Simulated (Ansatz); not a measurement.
This Cs₄Zn structure is the end of a relaxation. The cell was found from a structure generator's guess, not taken from experiment.

Level of theory: DFT PBE, scalar-relativistic, plane waves, PAW in Ansatz. Cutoff 420 eV, Γ-centred mesh, Gaussian smearing, no spin polarisation.

```yaml
crystal:
  lattice:
    - [-4.85724, 4.85724, 4.57204]
    - [4.85724, -4.85724, 4.57204]
    - [4.85724, 4.85724, -4.57204]
  atoms:
    - { symbol: Cs, position: [0.43353, 0.93353, 0.86707] }
    - { symbol: Cs, position: [0.06647, 0.56647, 0.13293] }
    - { symbol: Cs, position: [0.93353, 0.06647, 0.50000] }
    - { symbol: Cs, position: [0.56647, 0.43353, 0.50000] }
    - { symbol: Zn, position: [0.50000, 0.50000, 0.00000] }
```

The zero of energy is the elements' standard structures at the same level; no fitted shifts are applied.

Question: Find its symmetry and describe it.

Answer: I422 (No. 97). Conventional cell: a = 9.714 Å, c = 9.144 Å. Cs is surrounded by 2 Zn at 4.23 Å and 7 Cs at 4.92–5.04 Å; around Zn lie 8 Cs at 4.23 Å.

Question: What is its formation energy per atom?

Answer: +0.10 eV/atom. It can't be a ground state, since the elements alone are lower.

Question: Is it a metal?

Answer: Yes, bands cross the Fermi level on the 6×6×6 mesh.

The last run used a 6×6×6 mesh for its 5-atom cell and Gaussian smearing of 0.10 eV. Symmetry constrained the relaxation, so the result can be a saddle point.
